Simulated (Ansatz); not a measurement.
SO2 in its lowest state found on the top face of a (111) slab of Ir (Fm-3m (No. 225)), 3 planes, outer planes Ir (top) and Ir (bottom); 1 a cell of 25.55 Å², its atoms last:

```xyz
15
Lattice="5.4313 0.0000 0.0000 -2.7157 4.7037 0.0000 0.0000 0.0000 24.7654" Properties=species:S:1:pos:R:3 pbc="T T T"
Ir    1.3578    0.7839    8.0000
Ir    0.0000    3.1358    8.0000
Ir    4.0735    0.7839    8.0000
Ir    2.7157    3.1358    8.0000
Ir    2.7219    1.5724   10.2334
Ir    1.3417    3.9112   10.2147
Ir   -0.0039    1.5595   10.1452
Ir   -1.3671    3.9210   10.1483
Ir   -1.3167    2.3754   12.4527
Ir   -0.0051   -0.0021   12.3035
Ir    1.3719    2.3500   12.3744
Ir    2.7210    0.0132   12.3737
O    -0.2870    4.4041   14.4388
S    -0.5044    2.8456   14.5803
O     0.9538    2.2557   14.4379
```

All numbers below come from DFT PBE+D3(BJ), scalar-relativistic, plane waves, PAW in Ansatz 0.2.0. Cutoff 420 eV; k points 4×4×1 on the computed 15-atom cell (Γ-centred); Gaussian smearing, width 0.10 eV; no spin polarisation. The cell repeats along c with a dipole correction in the vacuum.

The clean top face has a work function of 5.30 eV. Adsorption changes the slab's dipole along +c by Δp = -0.0354 e·Å a cell (-0.17 D an adsorbate).

Problem. What change of work function does the Helmholtz equation give?

Solution. A sheet of dipoles makes a step in an electron's potential energy of −e·Δp/(ε0·A), and e/ε0 = 180.95 eV·Å for Δp in e·Å: −180.95 × (-0.0354)/25.55 = +0.25 eV. This is the change of φ(top) − φ(bottom). If the bottom face is unmoved, φ(top) becomes 5.55 eV.

Problem. How does that compare with the calculation?

Solution. φ(top) changes by +0.31 eV and φ(bottom) by +0.06 eV, so their difference changes by +0.25 eV. The slab is thin enough for the adsorbate to shift the Fermi level against the bottom face too.

Problem. What does the sign say about the electrons?

Solution. The change of dipole points into the surface (negative end outward), so the work function rises. The molecule's own dipole can set this sign. Δp also holds the adsorbate's own dipole and the moves of the surface atoms, so it isn't a charge transfer alone.

Spin-orbit coupling is left out, which matters for the bands of heavy elements. Spin polarisation was left out, and a magnetic state may lie lower.